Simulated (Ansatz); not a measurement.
In₂Te₃ in space group R-3m (No. 166; In on 6c, Te on 6c, Te on 3a), LDA in the plane-wave PAW code Ansatz, all energies at zero smearing, with the estimated change up to a 700 eV cutoff added, with one set of potentials and settings (totals compare only within such a set). Cell of 5 atoms (2 In, 3 Te): -31397.179 eV.

```
element              reference phase  E (eV/atom)
-------  ---------------------------  -----------
In       I4/mmm, 1 atoms in the cell   -5457.1653
Te       P3_121, 3 atoms in the cell   -6827.2001
```

Formation energy per atom, worked out: (-31397.179 − 2×(-5457.1653) − 3×(-6827.2001))/5 = -0.250 eV/atom (-24 kJ per mol of atoms), at 0 K, without zero-point energy or fitted corrections.

The first step of the workflow began from a Materials Project structure, measured or hypothetical; the Crystallography Open Database copy checked does not list it. COD files the formula under space group No. 216. Its standing as an ambient phase is unchecked. Symmetry was held in the LDA relaxation; its stability against distortions is not shown here. A crystal of weakly bound layers computed without a dispersion correction: the cell and the soft elastic constants depend strongly on that. The references are the lowest solids computed at this level, not always the standard phases. Spin–orbit coupling is left out wherever it is not named.

Potentials: the later of the program's two PAW sets.
